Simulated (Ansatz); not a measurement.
Here is the system:

RbCl:
```xyz
2
Lattice="0.0000 3.2716 3.2716 3.2716 0.0000 3.2716 3.2716 3.2716 0.0000" Properties=species:S:1:pos:R:3 pbc="T T T"
Rb     0.0000     0.0000     0.0000
Cl     3.2716     3.2716     3.2716
```

This is the PBEsol-relaxed structure.

Task: All from the program Ansatz at the PBEsol level (PAW), unless another level is named. Predict the hole effective mass with spin–orbit coupling, band 1 of 2 at the edge.

Result: 7.9 along [100], 3.4 along [110], 2.7 along [111] (mₑ).

Task: Next, the HSE06 gap on the PBEsol cell?

Result: 6.36 eV.

Task: What about the band gap?

Result: 4.90 eV (direct).

Task: Give the hole effective mass, band 3 of 3 at the edge.

Result: 0.63 along [100], 0.81 along [110], 0.90 along [111] (mₑ).

Task: What about the electron effective mass with spin–orbit coupling?

Result: 0.42 mₑ (isotropic).

Task: Give the valence-band maximum.

Result: at Γ.

Space group Fm-3m (rock salt). The PBEsol relaxation kept the symmetry of its start. Scalar-relativistic: spin–orbit coupling is off unless named, which matters more the heavier the elements.

Potentials: the later of the program's two PAW sets.
